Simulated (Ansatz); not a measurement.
Geometry optimisation in Ansatz: input, command and trajectory.

```yaml
crystal:
  lattice:
    - [4.6297978538, 0.0, -0.04563558]
    - [0.0, 5.5657869388, 0.0]
    - [-0.0463440586, 0.0, 4.9528527992]
  atoms:
    - { symbol: Nb, position: [0.231704992, 0.0, 0.1761992134] }
    - { symbol: Nb, position: [0.2286831917, 0.5, 0.1959679892] }
    - { symbol: Nb, position: [0.7168417906, 0.0, 0.8238007866] }
    - { symbol: Nb, position: [0.7198635908, 0.5, 0.8040320108] }
    - { symbol: Rh, position: [0.2218196877, 0.2526927501, 0.6819573213] }
    - { symbol: Rh, position: [0.2218196877, 0.7473072499, 0.6819573213] }
    - { symbol: Rh, position: [0.7267270948, 0.2526927501, 0.3180426787] }
    - { symbol: Rh, position: [0.7267270948, 0.7473072499, 0.3180426787] }
    - { symbol: H, position: [-0.0257266087, 0.0, 0.5] }
basis:
  ecutwfc: 500
kpoints:
  mp_grid: { grid: [6, 6, 6] }
hamiltonian:
  xc: r2scan
scf:
  occupations: { method: gaussian, width: 0.1 }
output:
  forces: true
  stress: true
  eigenvalues: true
relax:
  adjacent_minimum: "off"
  f_tol: 0.025
  max_steps: 70
  cell: { stress_tol: 0.12 }
```

```bash
ansatz run input.yaml --threads 2 --pin off --max-ram 5120MiB --backend cpu --events-out ev --progress --plain --runs-dir out
```

All numbers below come from DFT r2SCAN, scalar-relativistic, plane waves, PAW in Ansatz 0.2.0.

Of 4 frames 4 are shown, positions in Å and forces in eV/Å; the SCF threshold varies from step to step. Steps run on the plane waves of an earlier cell, with a Pulay correction in the pressure. The basis is chosen afresh for the last frame, the zero of the energies, and can be on the way; energy and pressure step there, also at an unchanged geometry.

```xyz
9
Lattice="4.6298 0.0000 -0.0456 0.0000 5.5658 0.0000 -0.0463 0.0000 4.9529" Properties=species:S:1:pos:R:3:forces:R:3 pbc="T T T" step=1 free_energy_over_end_meV_per_atom=0.62 pressure_GPa=0.22
Nb    1.0646    0.0000    0.8621    0.0530    0.0000    0.0370
Nb    1.0497    2.7829    0.9602   -0.0080    0.0000   -0.0270
Nb    3.2807    0.0000    4.0475   -0.0530    0.0000   -0.0370
Nb    3.2956    2.7829    3.9494    0.0080    0.0000    0.0270
Rh    0.9954    1.4064    3.3675    0.0050   -0.0450    0.0380
Rh    0.9954    4.1594    3.3675    0.0050    0.0450    0.0380
Rh    3.3499    1.4064    1.5421   -0.0050   -0.0450   -0.0380
Rh    3.3499    4.1594    1.5421   -0.0050    0.0450   -0.0380
H    -0.1423    0.0000    2.4776    0.0000    0.0000    0.0000
9
Lattice="4.6042 0.0000 -0.0470 0.0000 5.6191 0.0000 -0.0476 0.0000 4.9429" Properties=species:S:1:pos:R:3:forces:R:3 pbc="T T T" step=2 free_energy_over_end_meV_per_atom=0.36 pressure_GPa=-0.26
Nb    1.0681    0.0000    0.8693    0.0150    0.0000   -0.0150
Nb    1.0441    2.8096    0.9582   -0.0070    0.0000    0.0300
Nb    3.2516    0.0000    4.0291   -0.0150    0.0000    0.0150
Nb    3.2756    2.8096    3.9402    0.0070    0.0000   -0.0300
Rh    0.9859    1.4161    3.3691   -0.0190    0.0340   -0.0270
Rh    0.9859    4.2031    3.3691   -0.0190   -0.0340   -0.0270
Rh    3.3338    1.4161    1.5293    0.0190    0.0340    0.0270
Rh    3.3338    4.2031    1.5293    0.0190   -0.0340    0.0270
H    -0.1423    0.0000    2.4727    0.0000    0.0000    0.0000
9
Lattice="4.6078 0.0000 -0.0447 0.0000 5.5965 0.0000 -0.0451 0.0000 4.9557" Properties=species:S:1:pos:R:3:forces:R:3 pbc="T T T" step=3 free_energy_over_end_meV_per_atom=0.01 pressure_GPa=-0.07
Nb    1.0689    0.0000    0.8698    0.0030    0.0000   -0.0030
Nb    1.0453    2.7983    0.9622   -0.0080    0.0000   -0.0060
Nb    3.2568    0.0000    4.0435   -0.0030    0.0000    0.0030
Nb    3.2803    2.7983    3.9511    0.0080    0.0000    0.0060
Rh    0.9879    1.4118    3.3752   -0.0080    0.0050   -0.0040
Rh    0.9879    4.1847    3.3752   -0.0080   -0.0050   -0.0040
Rh    3.3377    1.4118    1.5381    0.0080    0.0050    0.0040
Rh    3.3377    4.1847    1.5381    0.0080   -0.0050    0.0040
H    -0.1411    0.0000    2.4790    0.0000    0.0000    0.0000
9
Lattice="4.6078 0.0000 -0.0447 0.0000 5.5965 0.0000 -0.0451 0.0000 4.9557" Properties=species:S:1:pos:R:3:forces:R:3 pbc="T T T" step=4 free_energy_over_end_meV_per_atom=0.00 pressure_GPa=-0.07
Nb    1.0689    0.0000    0.8698    0.0030    0.0000   -0.0030
Nb    1.0453    2.7983    0.9622   -0.0080    0.0000   -0.0060
Nb    3.2568    0.0000    4.0435   -0.0030    0.0000    0.0030
Nb    3.2803    2.7983    3.9511    0.0080    0.0000    0.0060
Rh    0.9879    1.4118    3.3752   -0.0080    0.0050   -0.0030
Rh    0.9879    4.1847    3.3752   -0.0080   -0.0050   -0.0030
Rh    3.3377    1.4118    1.5381    0.0080    0.0050    0.0030
Rh    3.3377    4.1847    1.5381    0.0080   -0.0050    0.0030
H    -0.1411    0.0000    2.4790    0.0000    0.0000    0.0000
```

The run took 4.6 min on 2 threads of Arm Neoverse V1, on a shared host, peak memory 1.1 GiB.